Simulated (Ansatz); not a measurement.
The computed numbers are results of PBEsol, scalar-relativistic (collinear spin) in the plane-wave PAW code Ansatz at 420 eV, 10×10×10 k-mesh, Gaussian smearing of 0.05 eV. The datasets are Ansatz's generated set soft_2.

A crystal of composition XMn, relaxed at this level of theory, gives this pattern between 10° and 80°.

Cu Kα1 powder pattern (kinematic, no thermal factors).
2θ (°) (relative intensity): 25.82 (27), 36.84 (100), 45.54 (8), 53.09 (17), 59.95 (11), 66.36 (34), 78.39 (11)

Which lattice and cell does the pattern come from?

Cubic, space group Pm-3m (No. 221), a = 3.448 Å, b = 3.448 Å, c = 3.448 Å, α = 90.00°, β = 90.00°, γ = 90.00°. The line positions fix the lattice at most, not the space group, and lines under 1 % of the strongest aren't listed; this is the group of the computed cell.

A compound XMn has these computed properties.

```
Band gap                                              : zero (metallic)
Density of states at the Fermi level                  : about 2 states/(eV·atom)
Magnetic state                                        : ferrimagnetic (the only order tried)
Site spin moments                                     : X 7.17; Mn -3.28 μB
Spin moment of the cell                               : 4.14 μB
f electrons (orthogonalised atomic orbitals)          : X 7.09
Formation energy from the elements (0 K, uncorrected) : 0.31 eV/atom (unstable against the elements)
```

Sites: X on 1a, Mn on 1b.

Which element is X?
A. Gd
B. Eu
C. Sm
D. Tb

A. X is Gd, so the compound is GdMn.

This is a trial structure made by placing the elements on a prototype's sites, so it needn't be the stable form.

Without a U the 4f levels of Gd lie too near the Fermi level, so their share of the states there, and what hangs on it, is overstated. These numbers lack spin–orbit coupling. The run wasn't fully tested for a lower electronic state. Site moments are of spin, integrated over atomic spheres. The antiparallel order was set by the start and isn't a prediction.
